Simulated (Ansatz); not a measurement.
Level of theory: DFT PBE, scalar-relativistic, plane waves, PAW (Ansatz). Settings: cutoff 420 eV, Γ-centred meshes spaced at most about 0.3 Å⁻¹, and about 0.25 Å⁻¹ or finer for metals (2π included), Gaussian smearing. No spin polarisation in the final relaxations.

Each of these unrelaxed guesses is relaxed in cell and atoms within its symmetry. A guess keeps its type if space group and coordination stay and the shape of the cell changes little (axis ratios within about 15 %, angles within 6°); the volume may change.

1. KTaS3

```cif
data_structure
_symmetry_space_group_name_H-M 'P4/mbm'
_symmetry_Int_Tables_number 127
_cell_length_a 7.0583
_cell_length_b 7.0583
_cell_length_c 4.9909
_cell_angle_alpha 90.000
_cell_angle_beta 90.000
_cell_angle_gamma 90.000
_cell_volume 248.64
loop_
_atom_site_label
_atom_site_type_symbol
_atom_site_symmetry_multiplicity
_atom_site_Wyckoff_symbol
_atom_site_fract_x
_atom_site_fract_y
_atom_site_fract_z
_atom_site_occupancy
K1 K 2 c 0.00000 0.50000 0.50000 1
Ta1 Ta 2 a 0.50000 0.50000 0.00000 1
S1 S 4 g 0.78631 0.28631 0.00000 1
S2 S 2 b 0.50000 0.50000 0.50000 1
```

2. KC3

```cif
data_structure
_symmetry_space_group_name_H-M 'P1'
_symmetry_Int_Tables_number 1
_cell_length_a 4.2539
_cell_length_b 4.2539
_cell_length_c 4.9001
_cell_angle_alpha 81.681
_cell_angle_beta 73.179
_cell_angle_gamma 60.000
_cell_volume 73.51
loop_
_atom_site_label
_atom_site_type_symbol
_atom_site_symmetry_multiplicity
_atom_site_Wyckoff_symbol
_atom_site_fract_x
_atom_site_fract_y
_atom_site_fract_z
_atom_site_occupancy
K1 K 1 a 0.05556 0.22222 0.50000 1
K2 K 1 a 0.38889 0.55556 0.50000 1
C1 C 1 a 0.33333 0.66667 0.00000 1
C2 C 1 a 0.66667 0.00000 0.00000 1
C3 C 1 a 0.00000 0.33333 0.00000 1
C4 C 1 a 0.33333 0.00000 0.00000 1
C5 C 1 a 0.66667 0.33333 0.00000 1
C6 C 1 a 0.00000 0.66667 0.00000 1
```

3. Zr3Ti2C5

```cif
data_structure
_symmetry_space_group_name_H-M 'I4/mmm'
_symmetry_Int_Tables_number 139
_cell_length_a 3.4354
_cell_length_b 3.4354
_cell_length_c 24.2917
_cell_angle_alpha 90.000
_cell_angle_beta 90.000
_cell_angle_gamma 90.000
_cell_volume 286.69
loop_
_atom_site_label
_atom_site_type_symbol
_atom_site_symmetry_multiplicity
_atom_site_Wyckoff_symbol
_atom_site_fract_x
_atom_site_fract_y
_atom_site_fract_z
_atom_site_occupancy
Zr1 Zr 4 e 0.50000 0.50000 0.10000 1
Zr2 Zr 2 a 0.00000 0.00000 0.00000 1
Ti1 Ti 4 e 0.50000 0.50000 0.30000 1
C1 C 4 e 0.50000 0.50000 0.20000 1
C2 C 4 e 0.00000 0.00000 0.10000 1
C3 C 2 b 0.50000 0.50000 0.00000 1
```

4. NaWN2

```cif
data_structure
_symmetry_space_group_name_H-M 'P4/mmm'
_symmetry_Int_Tables_number 123
_cell_length_a 3.2817
_cell_length_b 3.2817
_cell_length_c 4.6410
_cell_angle_alpha 90.000
_cell_angle_beta 90.000
_cell_angle_gamma 90.000
_cell_volume 49.98
loop_
_atom_site_label
_atom_site_type_symbol
_atom_site_symmetry_multiplicity
_atom_site_Wyckoff_symbol
_atom_site_fract_x
_atom_site_fract_y
_atom_site_fract_z
_atom_site_occupancy
Na1 Na 1 a 0.00000 0.00000 0.00000 1
W1 W 1 d 0.50000 0.50000 0.50000 1
N1 N 1 b 0.00000 0.00000 0.50000 1
N2 N 1 c 0.50000 0.50000 0.00000 1
```

Q: Which keep their type?

A: Guesses 1, 3 and 4 keep their type.

```json
{"guess": "1", "kept": "yes", "start group": "P4/mbm", "end group": "P4/mbm", "V start (Å³/atom)": "24.9", "V end": "22.8", "b/a and c/a, end over start": "1.00, 1.01", "nearest neighbours start": "K 8, S 2, Ta 6", "nearest neighbours end": "K 8, S 2, Ta 6"}
{"guess": "2", "kept": "no", "start group": "P1", "end group": "C2/m", "V start (Å³/atom)": "9.2", "V end": "19.1", "b/a and c/a, end over start": "-", "nearest neighbours start": "C 3, K 7", "nearest neighbours end": "C 3, K 6"}
{"guess": "3", "kept": "yes", "start group": "I4/mmm", "end group": "I4/mmm", "V start (Å³/atom)": "14.3", "V end": "12.0", "b/a and c/a, end over start": "1.00, 0.99", "nearest neighbours start": "C 6, Ti 6, Zr 6", "nearest neighbours end": "C 6, Ti 6, Zr 6"}
{"guess": "4", "kept": "yes", "start group": "P4/mmm", "end group": "P4/mmm", "V start (Å³/atom)": "12.5", "V end": "10.1", "b/a and c/a, end over start": "1.00, 0.94", "nearest neighbours start": "N 6, Na 6, W 6", "nearest neighbours end": "N 6, Na 6, W 6"}
```

Neighbours count within 15 % of an atom's shortest distance; end groups are read at 0.02 Å (0.05 Å in metals).

Spin–orbit coupling, which can matter for Ta and W, is left out. Cells relaxed within their symmetry can be saddle points.
